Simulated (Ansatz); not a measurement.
**Beta-gallia alloy of Ga2O3 and Al2O3 (18 of 48 Ga sites exchanged), 120 atoms**

Ansatz, PAW, plane waves. PBEsol relaxation of cell lengths and atoms (angles held) at the single k point (¼, ¼, ¼) without its symmetry partners; single points on the relaxed atoms at the single k point (¼, ¼, ¼) without its symmetry partners, onto which points of the small cell's zone fold. Arrangement: unlike neighbours preferred. No spin–orbit coupling unless named.

Relaxed structure:

```cif
data_structure
_symmetry_space_group_name_H-M 'P 1'
_symmetry_Int_Tables_number 1
_cell_length_a 12.0853
_cell_length_b 8.9530
_cell_length_c 11.4859
_cell_angle_alpha 90.000
_cell_angle_beta 103.850
_cell_angle_gamma 90.000
_cell_volume 1206.64
loop_
_atom_site_label
_atom_site_type_symbol
_atom_site_fract_x
_atom_site_fract_y
_atom_site_fract_z
_atom_site_occupancy
Ga1 Ga 0.40907 0.16631 0.10029 1
Ga2 Ga 0.40830 0.16414 0.60242 1
Ga3 Ga 0.41020 0.49925 0.10249 1
Ga4 Ga 0.40830 0.50211 0.60226 1
Ga5 Ga 0.41132 0.83452 0.10268 1
Ga6 Ga 0.40899 0.83387 0.60035 1
Ga7 Ga 0.15918 0.83363 0.15558 1
Ga8 Ga 0.09063 0.00043 0.39888 1
Ga9 Ga 0.09200 0.00281 0.89734 1
Ga10 Ga 0.09113 0.33161 0.39929 1
Ga11 Ga 0.09147 0.33305 0.89937 1
Ga12 Ga 0.09303 0.66805 0.39988 1
Ga13 Ga 0.09065 0.66400 0.89767 1
Ga14 Ga 0.90830 0.00259 0.10242 1
Ga15 Ga 0.90906 0.00042 0.60029 1
Ga16 Ga 0.90899 0.33287 0.10035 1
Ga17 Ga 0.91132 0.33220 0.60269 1
Ga18 Ga 0.90829 0.66461 0.10226 1
Ga19 Ga 0.91021 0.66747 0.60249 1
Ga20 Ga 0.65918 0.33306 0.65558 1
Ga21 Ga 0.34107 0.33309 0.34391 1
Ga22 Ga 0.34035 0.66665 0.84390 1
Ga23 Ga 0.59200 0.16384 0.39733 1
Ga24 Ga 0.59064 0.16621 0.89888 1
Ga25 Ga 0.59065 0.50265 0.39768 1
Ga26 Ga 0.59303 0.49858 0.89988 1
Ga27 Ga 0.59147 0.83360 0.39936 1
Ga28 Ga 0.59113 0.83502 0.89928 1
Ga29 Ga 0.84035 0.50002 0.34390 1
Ga30 Ga 0.84107 0.83360 0.84391 1
Al1 Al 0.16020 0.16786 0.15967 1
Al2 Al 0.16017 0.16633 0.65928 1
Al3 Al 0.15999 0.49862 0.15980 1
Al4 Al 0.15999 0.49932 0.65849 1
Al5 Al 0.15997 0.83435 0.65879 1
Al6 Al 0.66017 0.00035 0.15927 1
Al7 Al 0.66020 0.99883 0.65967 1
Al8 Al 0.65997 0.33232 0.15879 1
Al9 Al 0.65999 0.66735 0.15848 1
Al10 Al 0.65999 0.66806 0.65980 1
Al11 Al 0.33984 0.99879 0.34026 1
Al12 Al 0.33970 0.00153 0.84014 1
Al13 Al 0.34000 0.33182 0.84005 1
Al14 Al 0.33989 0.66821 0.34015 1
Al15 Al 0.83969 0.16514 0.34014 1
Al16 Al 0.83984 0.16790 0.84026 1
Al17 Al 0.83988 0.49848 0.84015 1
Al18 Al 0.84001 0.83486 0.34004 1
O1 O 0.33327 0.15991 0.44358 1
O2 O 0.33576 0.16703 0.94065 1
O3 O 0.33364 0.50683 0.44339 1
O4 O 0.33409 0.49296 0.94369 1
O5 O 0.33436 0.83336 0.44088 1
O6 O 0.33325 0.83999 0.94419 1
O7 O 0.32489 0.16195 0.21774 1
O8 O 0.32448 0.16640 0.71985 1
O9 O 0.32492 0.50459 0.21836 1
O10 O 0.32342 0.49453 0.71820 1
O11 O 0.32843 0.83351 0.22133 1
O12 O 0.32402 0.83896 0.71758 1
O13 O 0.99828 0.16652 0.37059 1
O14 O 0.99869 0.16739 0.87040 1
O15 O 0.00299 0.50040 0.37236 1
O16 O 0.99855 0.49864 0.86974 1
O17 O 0.99955 0.83315 0.36953 1
O18 O 0.00396 0.83380 0.87332 1
O19 O 0.16638 0.00707 0.05632 1
O20 O 0.16393 0.00028 0.55851 1
O21 O 0.16480 0.33337 0.05919 1
O22 O 0.16506 0.33220 0.55874 1
O23 O 0.16628 0.65965 0.05618 1
O24 O 0.16576 0.66750 0.55960 1
O25 O 0.83576 0.99967 0.44065 1
O26 O 0.83328 0.00679 0.94359 1
O27 O 0.83324 0.32670 0.44419 1
O28 O 0.83435 0.33334 0.94088 1
O29 O 0.83410 0.67373 0.44369 1
O30 O 0.83363 0.65987 0.94339 1
O31 O 0.17533 0.00474 0.28190 1
O32 O 0.17536 0.00110 0.77983 1
O33 O 0.17211 0.33294 0.27875 1
O34 O 0.17455 0.33263 0.78042 1
O35 O 0.17571 0.66257 0.28150 1
O36 O 0.17175 0.66618 0.77791 1
O37 O 0.82448 0.00022 0.21985 1
O38 O 0.82489 0.00468 0.71775 1
O39 O 0.82402 0.32766 0.21758 1
O40 O 0.82842 0.33313 0.72133 1
O41 O 0.82342 0.67210 0.21820 1
O42 O 0.82492 0.66203 0.71836 1
O43 O 0.50213 0.00099 0.12978 1
O44 O 0.50141 0.99961 0.62983 1
O45 O 0.50131 0.33243 0.13064 1
O46 O 0.49620 0.33313 0.62648 1
O47 O 0.50123 0.66669 0.12729 1
O48 O 0.50075 0.66738 0.63048 1
O49 O 0.49869 0.99925 0.37041 1
O50 O 0.49828 0.00011 0.87058 1
O51 O 0.50396 0.33285 0.37332 1
O52 O 0.49955 0.33347 0.86953 1
O53 O 0.49855 0.66800 0.36973 1
O54 O 0.50299 0.66623 0.87237 1
O55 O 0.66393 0.16638 0.05851 1
O56 O 0.66637 0.15961 0.55632 1
O57 O 0.66576 0.49916 0.05960 1
O58 O 0.66629 0.50702 0.55618 1
O59 O 0.66506 0.83446 0.05874 1
O60 O 0.66480 0.83330 0.55919 1
O61 O 0.67536 0.16563 0.27983 1
O62 O 0.67532 0.16200 0.78190 1
O63 O 0.67175 0.50055 0.27791 1
O64 O 0.67571 0.50417 0.78150 1
O65 O 0.67455 0.83411 0.28042 1
O66 O 0.67211 0.83379 0.77875 1
O67 O 0.00141 0.16713 0.12982 1
O68 O 0.00213 0.16574 0.62978 1
O69 O 0.00075 0.49935 0.13048 1
O70 O 0.00123 0.50004 0.62728 1
O71 O 0.99620 0.83360 0.12648 1
O72 O 0.00131 0.83431 0.63063 1
```

(1) What are the mean bond lengths by pair (pairs within 1.2 times the sum of covalent radii, less contacts 15 % beyond the pair's median; cation–cation pairs of compounds aside; long ionic contacts are cut short by that bound)?

(2) What gap lies between the top filled and the lowest empty level in the single points?

## Answers

(1) Al–O 1.932 ± 0.057 Å (standard deviation, 108 bonds); Ga–O 1.887 ± 0.077 Å (standard deviation, 132 bonds).

(2) HSE06 5.62 eV (62 s on NVIDIA GB300). Away from Γ this isn't the crystal's band gap.
